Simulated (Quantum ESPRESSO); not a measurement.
# Kohn-Sham bands of MoSe2 (R3m)

```xyz
3
Lattice="-1.6601 2.8753 0.0000 -3.3201 0.0000 0.0000 -1.6601 0.9584 6.8598" Properties=species:S:1:pos:R:3 pbc="T T T"
Mo     1.6601    -0.9584    -0.0019
Se    -1.6601     0.9584    -1.6569
Se    -1.6601     0.9584     1.6519
```

Cell from Materials Project (mp-7581), symmetrised, no further relaxation. Not found in the COD (Crystallography Open Database) copy used, which has the formula in other groups; not checked further. Method: PBEsol plane waves in Quantum ESPRESSO 7.5 (PseudoDojo norm-conserving files, 69 Ry, no spin polarisation, no spin-orbit coupling), Bloch states on a 8×8×8 mesh through Γ, Wannier90 4.0.1. Density: 12×12×12 mesh, cold smearing 0.01 Ry. The cell is built of weakly bound layers, chains or molecules, whose nearest atoms lie 4.04 Å apart. Database cells relaxed without dispersion often hold them too far apart, which can enlarge gaps and weakens couplings between them; spacing and stacking were not compared with the measured crystal. Spin-orbit coupling, left out, would split the p-like bands by a few tenths of an eV.

Question: List the Kohn-Sham levels between −8 and 4.1 eV relative to the valence-band maximum at the high-symmetry points, as a band run of pw.x on that density gives them (levels within 2 meV counted together).

Answer: 
```json
[
 {"point": "Γ", "k (reciprocal lattice)": "0.000 0.000 0.000", "levels (eV)": "-6.03, -2.46 (×2), -1.47 (×2), -1.08, -0.83, 2.55 (×2), 2.88 (×2)"},
 {"point": "T", "k (reciprocal lattice)": "0.000 0.000 0.500", "levels (eV)": "-5.35, -2.85, -2.47 (×2), -1.46 (×2), 0.00, 2.61 (×2), 2.81 (×2)"},
 {"point": "H_2", "k (reciprocal lattice)": "-0.320 -0.641 0.180", "levels (eV)": "-5.30, -4.82, -4.21, -3.68, -3.22, -2.30, -0.29, 1.18, 2.30, 2.86, 4.03"},
 {"point": "H_0", "k (reciprocal lattice)": "-0.359 -0.680 -0.180", "levels (eV)": "-5.30, -4.82, -4.21, -3.68, -3.22, -2.30, -0.29, 1.18, 2.30, 2.86, 4.03"},
 {"point": "L", "k (reciprocal lattice)": "0.000 -0.500 0.000", "levels (eV)": "-5.97, -4.96, -4.20, -3.08, -1.92, -1.04, -0.92, 1.61, 1.96, 3.45, 3.66"},
 {"point": "S_0", "k (reciprocal lattice)": "-0.340 -0.680 -0.340", "levels (eV)": "-5.31, -4.79, -4.25, -3.69, -3.19, -2.32, -0.28, 1.16, 2.30, 2.85, 4.04"},
 {"point": "S_2", "k (reciprocal lattice)": "-0.340 -0.660 0.000", "levels (eV)": "-5.31, -4.79, -4.25, -3.69, -3.19, -2.32, -0.28, 1.16, 2.30, 2.85, 4.04"},
 {"point": "F", "k (reciprocal lattice)": "-0.500 -0.500 0.000", "levels (eV)": "-5.89, -5.07, -3.99, -3.04, -2.29, -1.03, -0.91, 1.59, 2.06, 3.04, 3.92"}
]
```
